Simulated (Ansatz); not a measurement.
LiHS in space group Ama2 (No. 40; Li on 4a, S on 4b, H on 4b), LDA in the plane-wave PAW code Ansatz. The conduction-band minimum lies at Γ, with 1 equivalent valley. Second derivatives d²E/dk² of the lowest band at one valley (eV·Å²), along Cartesian directions:

```csv
direction,d²E/dk²
[100],9.554
[010],21.18
[001],19.31
[110],15.37
[101],14.44
[011],20.16
```

Find the principal effective masses, the density-of-states mass and the conductivity mass.

Off-diagonal terms follow from H_xy = H[110] − (H_xx + H_yy)/2, and m*/mₑ = 7.620 eV·Å² over each eigenvalue: 0.36, 0.39, 0.80. One valley's DOS mass (m₁m₂m₃)^(1/3) = 0.48, conductivity mass 3/(Σ 1/mᵢ) = 0.46 mₑ.

What effective density of states Nc follows at 300 K for parabolic valleys?

Nc = 2.509e19 × 1 × (0.48)^(3/2) ≈ 8.3e18 cm⁻³.

With the computed static dielectric constant 5.87 (mean of the diagonal), estimate a hydrogenic donor's binding energy and radius.

E = 13.606 eV × 0.46/5.87² ≈ 180 meV; a = 0.529 Å × ε/m* ≈ 6.8 Å. Semilocal masses tend to be too small where the gap is.

The workflow started from an entry of the Crystallography Open Database (COD), which files this formula under 3 space groups. Its standing as an ambient phase is unchecked. The cell was relaxed with LDA under the symmetry of its start. At this level the phase is dynamically unstable (imaginary phonons).

Potentials: the later of the program's two PAW sets.
